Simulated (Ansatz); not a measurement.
Cs₂ZrF₆ (space group P-3m1)

```
CELL_PARAMETERS angstrom
      6.35260     0.00000     0.00000
     -3.17630     5.50152     0.00000
      0.00000     0.00000     4.99722
ATOMIC_POSITIONS crystal
  Cs 0.66667 0.33333 0.30363
  Cs 0.33333 0.66667 0.69637
  Zr 0.00000 0.00000 0.00000
  F  0.84722 0.15278 0.77803
  F  0.15278 0.84722 0.22197
  F  0.84722 0.69443 0.77803
  F  0.15278 0.30557 0.22197
  F  0.30557 0.15278 0.77803
  F  0.69443 0.84722 0.22197
```

The volume is varied about the relaxed value V₀ at fixed cell shape. The atoms relax within the cell's symmetry.

These are PBEsol (plane waves to 420 eV, PAW, scalar-relativistic; Ansatz, a first-principles code) values and carry that method's errors. k mesh 6×6×7 (Γ-centred), Fermi-Dirac smearing 0.05 eV. E stands for the smeared free energy. Stress and pressure are positive under compression. With the shape held, the modulus is that of even scaling; a crystal free to change shape is softer. Cs2ZrF6 is run without spin polarisation. Cs2ZrF6 was relaxed with its symmetry unable to fall. ΔE is measured from the relaxed starting cell.

```tsv
V (Å³/cell)	ΔE (eV/atom)	P (GPa)
146.70	0.0539	6.85
153.69	0.0271	4.34
160.68	0.0108	2.47
167.66	0.0025	1.05
174.65	0.0000	0.00
181.63	0.0020	-0.79
188.62	0.0074	-1.39
195.61	0.0151	-1.82
202.59	0.0245	-2.05
```

Summary:

| Item | Result |
|---|---|
| Pressure at the smallest volume | 6.85 GPa |
| Energy cost of the largest compression | 53.9 meV/atom |
| Energy cost of the largest expansion | 24.5 meV/atom |
| Bulk modulus at fixed cell shape B₀ (third-order Birch-Murnaghan fit) | 22.7 GPa |
| Pressure derivative B₀′ (fit) | 6.4 |
| Equilibrium volume of the fit | 19.40 Å³/atom |
| Pressure for 5 % compression (fit) | 1.4 GPa |

(Under strain, the slope of the energy per volume gives the stress and its curvature an elastic modulus.)
